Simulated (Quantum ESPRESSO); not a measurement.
# Ge5AlAsSi: input and log of a self-consistent run

A calculation, not a measurement. The program is pw.x of Quantum ESPRESSO 7.5 (plane-wave density functional theory). The cell is made up: 8 atoms on a zincblende/diamond lattice, with randomly drawn elements, strain and displacements, not relaxed. PseudoDojo standard norm-conserving files (v0.5 for PBE, v0.4.1 for LDA and PBEsol) set the functional; there is no spin polarisation, spin-orbit coupling or dispersion term, and the masses in the input are unused placeholders.

Input:

```
&control calculation='scf', pseudo_dir='./dojo.nc.sr.pbe.v0_5.standard.upf', outdir='./o', disk_io='low', tprnfor=.true., tstress=.true. /
&system ibrav=0, nat=8, ntyp=4, nbnd=56, ecutwfc=84.00895049, nosym=.true., tot_charge=0,
 occupations='smearing', smearing='fd', degauss=0.0073498644
/
&electrons conv_thr=7.350e-09, electron_maxstep=60, /
ATOMIC_SPECIES
Al 1.0 Al.upf
As 1.0 As.upf
Ge 1.0 Ge.upf
Si 1.0 Si.upf
CELL_PARAMETERS angstrom
5.9112 0.0 0.0
0.0 5.9112 0.0
0.0 0.0 5.9112
ATOMIC_POSITIONS angstrom
Ge -0.04 -0.0671 -0.0538
Al -0.1706 2.9743 3.0529
As 2.9927 0.1273 2.8552
Ge 2.9143 2.8195 -0.0299
Ge 1.4501 1.5037 1.4669
Ge 1.4768 4.4704 4.5451
Si 4.5169 1.5842 4.5176
Ge 4.4746 4.4791 1.5567
K_POINTS automatic
6 6 6 1 1 1
```

The log is shortened where brackets say so; the opening notice, blank lines, dates and the lines on written files are dropped, and the path of the files is cut. It prints rydbergs, bohrs and kilobars, and counts compression as positive stress.

```
     Program PWSCF v.7.5
     Parallel version (MPI & OpenMP), running on       4 processor cores
     Number of MPI processes:                 4
     Threads/MPI process:                     1
     [start-up lines left out]
     bravais-lattice index     =            0
     lattice parameter (alat)  =      11.1705  a.u.
     unit-cell volume          =    1393.8741 (a.u.)^3
     number of atoms/cell      =            8
     number of atomic types    =            4
     number of electrons       =        92.00
     number of Kohn-Sham states=           56
     kinetic-energy cutoff     =      84.0090  Ry
     charge density cutoff     =     336.0358  Ry
     scf convergence threshold =      7.3E-09
     mixing beta               =       0.7000
     number of iterations used =            8  plain     mixing
     Exchange-correlation= PBE
                           (   1   4   3   4   0   0   0)
     [axes and pseudopotential details left out]
   Cartesian axes
     site n.     atom                  positions (alat units)
         1        Ge     tau(   1) = (  -0.0067668  -0.0113513  -0.0091014  )
         2        Al     tau(   2) = (  -0.0288605   0.5031635   0.5164603  )
         3        As     tau(   3) = (   0.5062762   0.0215354   0.4830153  )
         4        Ge     tau(   4) = (   0.4930133   0.4769759  -0.0050582  )
         5        Ge     tau(   5) = (   0.2453140   0.2543815   0.2481560  )
         6        Ge     tau(   6) = (   0.2498308   0.7562593   0.7688963  )
         7        Si     tau(   7) = (   0.7641257   0.2679997   0.7642441  )
         8        Ge     tau(   8) = (   0.7569698   0.7577311   0.2633475  )
     number of k points=   108  Fermi-Dirac smearing, width (Ry)=  0.0073
     Number of k-points >= 100: set verbosity='high' to print them.
     Dense  grid:   145165 G-vectors     FFT dimensions: (  72,  72,  72)
     Estimated max dynamical RAM per process >     641.26 MB
     Estimated total dynamical RAM >       2.40 GB
     Initial potential from superposition of free atoms
     starting charge      91.9926, renormalised to      92.0000
     Starting wfcs are   62 randomized atomic wfcs
     total cpu time spent up to now is        8.9 secs
     per-process dynamical memory:   547.2 Mb
     Self-consistent Calculation
     iteration #  1     ecut=    84.01 Ry     beta= 0.70
     Davidson diagonalization with overlap
     ethr =  1.00E-02,  avg # of iterations =  3.5
     Threshold (ethr) on eigenvalues was too large:
     Diagonalizing with lowered threshold
     Davidson diagonalization with overlap
     ethr =  1.42E-04,  avg # of iterations =  6.7
     total cpu time spent up to now is       56.9 secs
     total energy              =   -1118.34960049 Ry
     estimated scf accuracy    <       0.14649891 Ry
     iteration #  2     ecut=    84.01 Ry     beta= 0.70
     Davidson diagonalization with overlap
     ethr =  1.59E-04,  avg # of iterations =  2.1
     total cpu time spent up to now is       75.6 secs
     total energy              =   -1118.34744879 Ry
     estimated scf accuracy    <       0.05432478 Ry
     iteration #  3     ecut=    84.01 Ry     beta= 0.70
     Davidson diagonalization with overlap
     ethr =  5.90E-05,  avg # of iterations =  2.4
     total cpu time spent up to now is       95.0 secs
     total energy              =   -1118.36238390 Ry
     estimated scf accuracy    <       0.02983910 Ry
     iteration #  4     ecut=    84.01 Ry     beta= 0.70
     Davidson diagonalization with overlap
     ethr =  3.24E-05,  avg # of iterations =  2.1
     total cpu time spent up to now is      112.5 secs
     total energy              =   -1118.36747081 Ry
     estimated scf accuracy    <       0.00121564 Ry
     iteration #  5     ecut=    84.01 Ry     beta= 0.70
     Davidson diagonalization with overlap
     ethr =  1.32E-06,  avg # of iterations =  8.6
     total cpu time spent up to now is      136.6 secs
     total energy              =   -1118.36782018 Ry
     estimated scf accuracy    <       0.00010514 Ry
     iteration #  6     ecut=    84.01 Ry     beta= 0.70
     Davidson diagonalization with overlap
     ethr =  1.14E-07,  avg # of iterations =  2.3
     total cpu time spent up to now is      154.5 secs
     total energy              =   -1118.36784102 Ry
     estimated scf accuracy    <       0.00001583 Ry
     iteration #  7     ecut=    84.01 Ry     beta= 0.70
     Davidson diagonalization with overlap
     ethr =  1.72E-08,  avg # of iterations =  2.9
     total cpu time spent up to now is      174.1 secs
     total energy              =   -1118.36784529 Ry
     estimated scf accuracy    <       0.00000321 Ry
     iteration #  8     ecut=    84.01 Ry     beta= 0.70
     Davidson diagonalization with overlap
     ethr =  3.49E-09,  avg # of iterations =  2.0
     total cpu time spent up to now is      191.7 secs
     total energy              =   -1118.36784602 Ry
     estimated scf accuracy    <       0.00000014 Ry
     iteration #  9     ecut=    84.01 Ry     beta= 0.70
     Davidson diagonalization with overlap
     ethr =  1.47E-10,  avg # of iterations =  3.6
     total cpu time spent up to now is      213.4 secs
     total energy              =   -1118.36784606 Ry
     estimated scf accuracy    <       0.00000002 Ry
     iteration # 10     ecut=    84.01 Ry     beta= 0.70
     Davidson diagonalization with overlap
     ethr =  2.02E-11,  avg # of iterations =  3.0
     total cpu time spent up to now is      234.6 secs
     total energy              =   -1118.36784607 Ry
     estimated scf accuracy    <          9.6E-09 Ry
     iteration # 11     ecut=    84.01 Ry     beta= 0.70
     Davidson diagonalization with overlap
     ethr =  1.05E-11,  avg # of iterations =  2.1
     total cpu time spent up to now is      252.2 secs
     End of self-consistent calculation
     Number of k-points >= 100: set verbosity='high' to print the bands.
     the Fermi energy is     6.8159 ev
!    total energy              =   -1118.36784607 Ry
     estimated scf accuracy    <          8.4E-10 Ry
     smearing contrib. (-TS)   =      -0.00253303 Ry
     internal energy E=F+TS    =   -1118.36531304 Ry
     The total energy is F=E-TS. E is the sum of the following terms:
     one-electron contribution =    -702.83163561 Ry
     hartree contribution      =     401.32589783 Ry
     xc contribution           =    -270.51258611 Ry
     ewald contribution        =    -546.34698915 Ry
     convergence has been achieved in  11 iterations
     Forces acting on atoms (cartesian axes, Ry/au):
     atom    1 type  3   force =    -0.00368346    0.03484891    0.02476430
     atom    2 type  1   force =     0.06187409    0.01566230   -0.01569514
     atom    3 type  2   force =     0.00254927   -0.00984034    0.04454184
     atom    4 type  3   force =     0.01939001    0.03866040    0.01486452
     atom    5 type  3   force =    -0.04269060    0.01119041    0.00657007
     atom    6 type  3   force =     0.00544199   -0.02995329   -0.04871912
     atom    7 type  4   force =    -0.02599670   -0.04083952    0.00350618
     atom    8 type  3   force =    -0.01688460   -0.01972886   -0.02983265
     Total force =     0.139828     Total SCF correction =     0.000183
     Computing stress (Cartesian axis) and pressure
          total   stress  (Ry/bohr**3)                   (kbar)     P=      -30.70
  -0.00022240  -0.00004957  -0.00009190          -32.72       -7.29      -13.52
  -0.00004957  -0.00021216  -0.00008437           -7.29      -31.21      -12.41
  -0.00009190  -0.00008437  -0.00019155          -13.52      -12.41      -28.18
     init_run     :      8.51s CPU      8.84s WALL (       1 calls)
     electrons    :    242.25s CPU    243.34s WALL (       1 calls)
     forces       :      3.11s CPU      3.13s WALL (       1 calls)
     stress       :     10.79s CPU     10.79s WALL (       1 calls)
     [timing details left out]
     PWSCF        :   4m24.84s CPU   4m26.33s WALL
     JOB DONE.
```

In other units: free energy -15216.170 eV for the cell, pressure -3.07 GPa, largest force component 1.591 eV/Å. A rerun of this cell at 1437 eV and a 8 x 8 x 8 mesh moved values by no more than 0.005 eV in energy, 0.02 GPa in stress and 0.005 eV/Å in force.